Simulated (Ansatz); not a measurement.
ReC:
```yaml
crystal:
  lattice:
    - [2.66948, 0.00000, 0.00000]
    - [0.00000, 2.66948, 0.00000]
    - [0.00000, 0.00000, 2.66948]
  atoms:
    - { symbol: Re, position: [0.00000, 0.00000, 0.00000] }
    - { symbol: C, position: [0.50000, 0.50000, 0.50000] }
```

Relaxed with PBEsol. Special points in fractions of this cell's reciprocal vectors: Γ (0.000, 0.000, 0.000); X (0.000, 0.500, 0.000); M (0.500, 0.500, 0.000); R (0.500, 0.500, 0.500).

List the band energies nearest the Fermi level at these points for DFT-PBEsol in the program Ansatz with PAW potentials.

In eV from the Fermi level; about four levels below and three above (degenerate sets whole), none deeper than 8.9 eV; points with the same levels are listed once.

```tsv
k	below	above
Γ	-6.13 -6.13 -0.22 -0.22 -0.22	1.71 1.71 1.71
X	-5.04 -4.19 -4.19	2.19 3.61 6.51 6.51
M	-5.07 -5.06 -5.06 -1.10 -1.10	1.05 2.86 4.39
R	-8.27	4.64 4.64 7.38 7.38 7.38
```

Space group Pm-3m (CsCl type). A made-up cell: these elements were put on the sites of a structure type; neither database checked (COD, Materials Project) lists it. Its standing as an ambient phase is unchecked. The cell was relaxed with PBEsol under the symmetry of its start. At this level the phase is dynamically unstable (imaginary phonons). The run is not spin-polarised. Spin–orbit coupling is left out wherever it is not named.

Potentials: the earlier of the program's two PAW sets. The files were generated under PBE; for other functionals the program regenerates the frozen cores, and for LDA and PBEsol the local potential too.
